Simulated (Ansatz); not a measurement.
CdCO3 (space group R-3c)

```
CELL_PARAMETERS angstrom
      2.47190     1.42715     5.43107
     -2.47190     1.42715     5.43107
      0.00000    -2.85430     5.43107
ATOMIC_POSITIONS crystal
  Cd 0.00000 0.00000 0.00000
  Cd 0.50000 0.50000 0.50000
  C  0.25000 0.25000 0.25000
  C  0.75000 0.75000 0.75000
  O  0.25000 0.98987 0.51013
  O  0.75000 0.01013 0.48987
  O  0.51013 0.25000 0.98987
  O  0.48987 0.75000 0.01013
  O  0.98987 0.51013 0.25000
  O  0.01013 0.48987 0.75000
```

The slice is a (-1 1 0 4) plane (indices of the conventional cell) through the point (0.010, 0.490, 0.750) (fractional), spanned by u = [1 0 -1] and v = [1 -1 1] in vectors of this cell: u (4.94 Å) and v (7.88 Å, at 90° to u). It covers one period; positions are fractions (u, v).

Level of theory: r2SCAN (plane waves to 500 eV, PAW, scalar-relativistic; Ansatz, an electronic-structure program). k mesh 8×8×8. Inside the PAW spheres the values are not all-electron values, and peaks at nuclei hang on which shells count as valence. CdCO3 was relaxed with its symmetry unable to fall.

Task: Predict the map of the electron localisation function (ELF) on the slice.

Result: 
```
v \ u  0.00  0.13  0.27  0.40  0.53  0.67  0.80  0.93
-----  ----  ----  ----  ----  ----  ----  ----  ----
0.88   0.52  0.24  0.01  0.12  0.78  0.71  0.38  0.61
0.75   0.03  0.03  0.08  0.14  0.06  0.06  0.03  0.04
0.62   0.02  0.05  0.25  0.38  0.11  0.40  0.67  0.12
0.50   0.05  0.47  0.10  0.05  0.56  0.77     x  0.33
0.38   0.47  0.80  0.59  0.02  0.06  0.38  0.61  0.39
0.25   0.04  0.07  0.09  0.13  0.06  0.02  0.04  0.03
0.12   0.65  0.10  0.27  0.38  0.12  0.02  0.10  0.66
0.00      x  0.88  0.09  0.05  0.30  0.23  0.27  0.61
```

Values: electron localisation function (ELF). Points within 0.3 Å of a nucleus are blanked (x), as the pseudised field means little there.
